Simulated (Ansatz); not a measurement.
Cu Kα1 powder pattern (kinematic, no thermal factors).
```csv
2θ (°),relative intensity
10.98,25
29.60,10
33.35,11
35.45,100
39.14,58
40.77,4
44.99,15
52.34,12
56.55,18
57.80,1
61.13,23
64.51,6
65.12,3
67.26,5
68.54,28
75.02,12
76.76,7
84.07,2
84.12,6
```

The pattern is computed from a structure relaxed with DFT PBE, scalar-relativistic, plane waves, PAW (Ansatz 0.2.0). No spin polarisation. Its elements are N, Ti, Zr.

**Question.** Give the structure.

**Answer.** ZrTiN.
Space group P4/nmm:1 (No. 129). a = 3.252 Å, b = 3.252 Å, c = 8.053 Å, α = 90.00°, β = 90.00°, γ = 90.00°
| atom | site | symmetry | x | y | z |
| --- | --- | --- | --- | --- | --- |
| Zr | 2c | 4mm | 0.0000 | 0.5000 | 0.6356 |
| Ti | 2c | 4mm | 0.0000 | 0.5000 | 0.0983 |
| N | 2c | 4mm | 0.0000 | 0.5000 | 0.3540 |

A pattern alone doesn't exclude other cells with like lines; this is the one computed.

Another cell of ZrTiN relaxed alike, in P4/mmm, lies 33 meV/atom lower, so this cell isn't the stable form at this level.

It was reached by relaxing an invented guess, and it needn't be the stable form of this composition.
